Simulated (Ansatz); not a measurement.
Relaxing a structure of HfN

The start is a generated cell, HfN placed in the CoSn structure type. Cell shape, volume and atoms are optimised at zero target pressure with PBE (plane waves to 420 eV, PAW, scalar-relativistic; Ansatz, a program for electronic structure). The first steps use a coarse 5×5×5 k-mesh.

The start:
```
CELL_PARAMETERS angstrom
      6.00401     0.00000     0.00000
     -3.00201     5.19963     0.00000
      0.00000     0.00000     4.84473
ATOMIC_POSITIONS crystal
  Hf 0.50000 0.00000 0.00000
  Hf 0.50000 0.50000 0.00000
  Hf 0.00000 0.50000 0.00000
  N  0.00000 0.00000 0.00000
  N  0.33333 0.66667 0.50000
  N  0.66667 0.33333 0.50000
```

Q: How large is the pressure on the unrelaxed cell, and of which sign?

A: -24 GPa (negative: the cell is under tension).

Q: By how much does the energy per atom fall from start to end?

A: 2.28 eV/atom.

Q: How does the volume change?

A: -44.3 %, from 25.21 to 14.03 Å³/atom.

Q: What band gap does the relaxed structure have at this level?

A: No gap (metallic).

Q: What does it relax into? Give the structure.

A: 
```cif
data_Hf3N3
_chemical_formula_sum 'Hf3 N3'
_space_group_name_H-M_alt 'P6/mmm'
_space_group_IT_number 191
_space_group_name_Hall '-P 6 2'
_cell_length_a 5.50375
_cell_length_b 5.50375
_cell_length_c 3.20866
_cell_angle_alpha 90.000
_cell_angle_beta 90.000
_cell_angle_gamma 120.000
loop_
_atom_site_label
_atom_site_type_symbol
_atom_site_symmetry_multiplicity
_atom_site_Wyckoff_symbol
_atom_site_fract_x
_atom_site_fract_y
_atom_site_fract_z
_atom_site_occupancy
Hf1 Hf 3 f 0.00000 0.50000 0.00000 1
N1 N 1 a 0.00000 0.00000 0.00000 1
N2 N 2 d 0.33333 0.66667 0.50000 1
```

The space group stays P6/mmm (No. 191) (the run could not lower it), with 6 atoms in the primitive cell. Final values are on a 10×10×14 k-mesh of the relaxed cell. No spin polarisation in the result. The relaxed primitive cell holds an odd number of electrons. A magnetic state may lie lower.

The run could not lower the symmetry of its start; a shaken copy of this end point relaxes with PBE to Pmc2₁ (No. 26), 0.63 eV/atom lower.

The relaxed structure here is a generated cell of HfN: the first start was made by placing the elements on the sites of a structure type, and the end was not matched to a known phase here, so it may be hypothetical. Known forms of HfN include space group No. 225.
